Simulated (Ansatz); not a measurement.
This run works on a proposed trial structure, not on a known crystal.

Input and command of a plane-wave DFT calculation in Ansatz:

```yaml
crystal:
  lattice:
    - [3.022866204, 0.0, 0.0]
    - [-1.511433102, 2.6178789249, 0.0]
    - [0.0, 0.0, 11.9282749407]
  atoms:
    - { symbol: Be, position: [0.3333333333, 0.6666666667, 0.2065718254] }
    - { symbol: Zn, position: [0.3333333333, 0.6666666667, 0.6549314457] }
    - { symbol: Zn, position: [0.0, 0.0, 0.4134609892] }
    - { symbol: Zn, position: [0.0, 0.0, 0.9972181994] }
    - { symbol: Zn, position: [0.6666666667, 0.3333333333, 0.8329254355] }
    - { symbol: O, position: [0.0, 0.0, 0.5755268358] }
    - { symbol: O, position: [0.3333333333, 0.6666666667, 0.3391194077] }
    - { symbol: O, position: [0.0, 0.0, 0.1622458614] }
basis:
  ecutwfc: 420
kpoints:
  mp_grid: { grid: [12, 12, 4] }
hamiltonian:
  xc: pbe
scf:
  occupations: { method: gaussian, width: 0.1 }
output:
  forces: true
  stress: true
  eigenvalues: true
relax:
  adjacent_minimum: "off"
  f_tol: 0.001
  max_steps: 60
  cell: { stress_tol: 0.01 }
```

```bash
ansatz run input.yaml --threads 3 --pin off --max-ram 7680MiB --backend cpu --events-out ev --progress --plain --runs-dir out
```

Processor: AMD EPYC 7R43 64-Core Processor (Zen 3), 3 threads, on a host shared with other jobs.

Q: How long does it run, and how much memory does it take?

A: About 91 s, peak memory 0.57 GiB. It solves 42 bands at 69 k points (after reduction by symmetry) with about 1815 plane waves (on the last cell), in 59 SCF iterations over 6 ionic steps.
